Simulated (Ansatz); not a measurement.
# ScAl (Pm-3m): elastic constants by finite strains

Method: PBEsol, PAW on Ansatz 0.2.0's default frozen-core files (fitted under PBE), scalar-relativistic.

Cell and atoms were relaxed beforehand by PAW with this functional.

The structure is one entry of a database and needn't be the stable phase.

Command line:

```sh
ansatz run input.yaml --threads 1 --pin off --max-ram 2560MiB --backend cpu --events-out ev --progress --plain --runs-dir out
```

input.yaml:

```yaml
crystal:
  lattice:
    - [3.34642469737, 0.0, 0.0]
    - [0.0, 3.34642469737, 0.0]
    - [0.0, 0.0, 3.34642469737]
  atoms:
    - { symbol: Sc, position: [0.5, 0.5, 0.5] }
    - { symbol: Al, position: [0.0, 0.0, 0.0] }
kpoints:
  mp_grid: { grid: [14, 14, 14] }
scf:
  occupations: { method: fermi_dirac, width: 0.1 }
hamiltonian:
  xc: pbesol
  pseudopotentials: { kind: paw }
elastic:
  mode: relaxed_ion
  stencil: two_point
  amplitude: 0.005
```

Output (shortened where marked):

```
Warning: RAYON_NUM_THREADS=1 ignored (pool sized by the plan → 1); use --threads N
Engine: ansatz 0.2.0, x86_64-unknown-linux-gnu
Pseudopotentials: kind: paw
Pseudopotential: Sc, paw, valence charge 11, recommended cutoff 420 eV (normal), Sc.paw.azcp
Pseudopotential: Al, paw, valence charge 3, recommended cutoff 420 eV (normal), Al.paw.azcp
Functional definition: PBEsol
  exchange = pbesol_x
  correlation = pbesol_c
Crystal: 2 atoms, lattice volume = 37.475 Å³
Basis set: ecut = 420 eV, 739 PW (Γ), exchange–correlation on 48×48×48 points (8 copies of the dense FFT grid, shifted against one another)
Bands: 11, of which v1, the nominal top of the filled ones, is band 7 counted from 1 (6 counted from 0)
Symmetry: 48 space group operations
Space group: Pm-3m (ITA 221), of the structure as read, at distance tolerance 3.3e-5 Å
k-points: 120 of 2744
Non-local potential: Sc, projectors of the file, l = 0: 3, l = 1: 2, l = 2: 3, l = 3: 1
Non-local potential: Al, projectors of the file, l = 0: 2, l = 1: 2, l = 2: 1
PAW form: soft (Blöchl's): semilocal exchange-correlation on the pseudo side does not see the compensation charge
[... 101 lines left out ...]
        96.486     72.577     72.577     -0.000     -0.000     -0.000
        72.577     96.486     72.577     -0.000     -0.000     -0.000
        72.577     72.577     96.486     -0.000     -0.000     -0.000
         0.000     -0.000     -0.000     94.456      0.000      0.000
         0.000      0.000     -0.000      0.000     94.456      0.000
        -0.000     -0.000     -0.000      0.000      0.000     94.456
  reference stress σ⁰ (GPa):      0.047      0.047      0.047     -0.000     -0.000      0.000
  C* (energy form; C + prestress term) asymmetry max|C*_kj − C*_jk| = 1.421e-14 GPa — a small one proves nothing (zero by symmetry where the batch's group is 432, −43m or m−3m); a large one is finite-difference/SCF noise where ...
  moduli (Voigt/Reuss/Hill, GPa): K = 80.55/80.55/80.55   G = 61.46/25.12/43.29   E = 110.13   ν = 0.272
  mechanically stable: yes (min eigenvalue of sym C = 23.91 GPa)
  strain η (Voigt 11):  stress-route row diagonal C_11 = 96.49 GPa, energy-path curvature d²(F+E_count+ΔE)/dδ²/Ω₀ = 96.48 GPa
         δ    σ_11 (GPa)             F (eV)   n_scf  n_hpsi   n_pw
    -5.000e-3      -0.4459       -2636.8639204       7   60703    742   relax 0 steps, max|allowed force component| 1.15e-28 eV/Å
     5.000e-3       0.5190       -2636.8638192       7   54995    756   relax 0 steps, max|allowed force component| 6.02e-30 eV/Å
  strain η (Voigt 23):  stress-route row diagonal C_44 = 94.46 GPa, energy-path curvature d²(F+E_count+ΔE)/dδ²/Ω₀ = 94.43 GPa
         δ    σ_23 (GPa)             F (eV)   n_scf  n_hpsi   n_pw
    -5.000e-3      -0.4723       -2636.8638766       7   90208    744   relax 0 steps, max|allowed force component| 1.24e-29 eV/Å
     5.000e-3       0.4723       -2636.8638766       6   84424    744   relax 0 steps, max|allowed force component| 0.00e0 eV/Å
```

The calculation finished and met its thresholds.

Elastic constants:

Elastic constants of a crystal by Kohn-Sham DFT: slopes of the stress over finite engineering strains of the given cell, Voigt indices, Cartesian axes as in the input.

```json
{"Pressure at rest": "-0.047 GPa", "Least elastic eigenvalue": "23.91 GPa", "Elastically stable": "yes"}
```

| index | elastic (GPa) |
| --- | --- |
| 11 | 96.49 |
| 12 | 72.58 |
| 44 | 94.46 |

### Elastic moduli

Hill averages of a grain aggregate, Debye temperature from the mean sound speed over directions.

```json
{"Bulk modulus": "80.55 GPa", "Shear modulus": "43.29 GPa", "Young modulus": "110.1 GPa", "Poisson ratio": "0.2721", "Bulk over shear modulus": "1.861", "Elastic anisotropy index": "7.234", "Least young modulus": "34.17 GPa", "Largest young modulus": "203.7 GPa", "Longitudinal sound speed": "6586 m/s", "Transverse sound speed": "3685 m/s", "Elastic debye temperature": "421.6 K", "Linear compressibility (x, y, z)": "4.138, 4.138, 4.138 1/TPa", "Zener ratio": "7.901", "Cauchy pressure": "-21.88 GPa"}
```

### Strained cells

Stress of each strained cell less that at rest, tension positive.

| strain component | strain | stress xx (GPa) | stress yy (GPa) | stress zz (GPa) | stress yz (GPa) | stress xz (GPa) | stress xy (GPa) | relaxation steps |
| --- | --- | --- | --- | --- | --- | --- | --- | --- |
| xx | -0.005 | -0.4927 | -0.3664 | -0.3664 | 0 | 0 | 0 | 0 |
| xx | 0.005 | 0.4722 | 0.3594 | 0.3594 | 0 | 0 | 0 | 0 |
| yz | -0.005 | -0.0027 | -0.0029 | -0.0029 | -0.4723 | 0 | 0 | 0 |
| yz | 0.005 | -0.0027 | -0.0029 | -0.0029 | 0.4723 | 0 | 0 | 0 |

Caveats: frozen-core PAW files fitted under PBE, their cores solved anew for the functional of the run; responses of metals move with mesh and smearing; the softest shear constant rests on one k mesh, and a soft shear can herald a distortion on cooling.

It took 38 s on 1 thread of Intel(R) Xeon(R) Platinum 8488C (Sapphire Rapids), with other jobs on the host, peak memory 0.54 GiB.
